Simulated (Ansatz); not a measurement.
Starting cell, GaN (wurtzite):

```xyz
4
Lattice="3.2184 0.0000 0.0000 -1.6092 2.7872 0.0000 0.0000 0.0000 5.2432" Properties=species:S:1:pos:R:3 pbc="T T T"
Ga     1.6092     0.9291     0.0051
Ga     0.0000     1.8581     2.6267
N      1.6092     0.9291     3.2730
N      0.0000     1.8581     0.6514
```

A phonon eigenvector at Γ is frozen into this cell: atom i moves by Q times the vector below, so Q is the largest atomic displacement, in Å. The cell is held.

| atom | x | y | z |
|---|---|---|---|
| Ga1 | 0.000 | 0.000 | -0.201 |
| Ga2 | 0.000 | 0.000 | -0.201 |
| N3 | 0.000 | 0.000 | 1.000 |
| N4 | 0.000 | 0.000 | 1.000 |

All values below come from PBE (plane waves to 420 eV, PAW, scalar-relativistic; Ansatz, a quantum-chemistry and plane-wave program). k mesh 12×12×6 (Γ-centred), Fermi-Dirac smearing 0.05 eV. GaN was relaxed with its symmetry unable to fall. 

```csv
Q (Å),−dE/dQ from forces (eV/Å)
-0.280,2.886
-0.233,3.022
-0.187,2.964
-0.140,2.675
-0.093,2.116
-0.047,1.243
0.000,0.000
0.047,-1.681
0.093,-3.886
0.140,-6.725
0.187,-10.343
0.233,-14.929
0.280,-20.739
```

Question: What harmonic wavenumber does the curvature at Q = 0 give?

Answer: 501 cm⁻¹. E″ = 31.06 eV/Å², M = Σ mᵢ|uᵢ|² = 33.6 u, ν̃ = 521.5·√(|E″|/M).

(A displaced cell: forces are minus the slopes of the energy, force constants its curvatures, and phonons follow from these.)
